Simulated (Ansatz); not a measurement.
The calculation used DFT PBE, scalar-relativistic, plane waves, PAW in Ansatz. All cells share a 420 eV cutoff and Γ-centred k meshes spaced at most about 0.3 Å⁻¹ (about 0.25 or finer for metals, 2π included). No spin polarisation in the final relaxations.

These are static total energies at zero pressure.

Two forms of SiTe3 were relaxed alike.

A. Space group Pm-3n (No. 223), cubic, a = 5.975 Å. Si is surrounded by 12 Te at 3.34 Å; Te has 2 Te at 2.99 Å, 4 Si at 3.34 Å and 8 Te at 3.66 Å.

B. Space group Pm-3m (No. 221), cubic, a = 4.707 Å. Si has 12 Te at 3.33 Å; Te is surrounded by 4 Si at 3.33 Å and 8 Te at 3.33 Å.

Question: Which form is favoured at zero pressure, and by what margin per atom?

Answer: A is lower, by 13 meV/atom. A has the A15 type, space group Pm-3n (No. 223), 26.7 Å³/atom and no gap on its mesh; B has the Cu3Au (L1_2) type, space group Pm-3m (No. 221), 26.1 Å³/atom and no gap. A holds Te–Te chains (shortest 2.99 Å); in B the shortest Te–Te distance is 3.33 Å, near bonding range too. Even the lower one lies +0.61 eV/atom against the reference forms of the elements (uncorrected), so neither is stable at this level. Both come from invented guesses. A third cell relaxed alike, in Im-3m, lies 0.40 eV/atom below the lower of the two.

For metals, differences of a few meV/atom aren't resolved. Spin–orbit coupling, which can matter for Te, is left out. A magnetic state wasn't ruled out in cells without spin, among them Pm-3n. Cells relaxed within their symmetry can be saddle points.
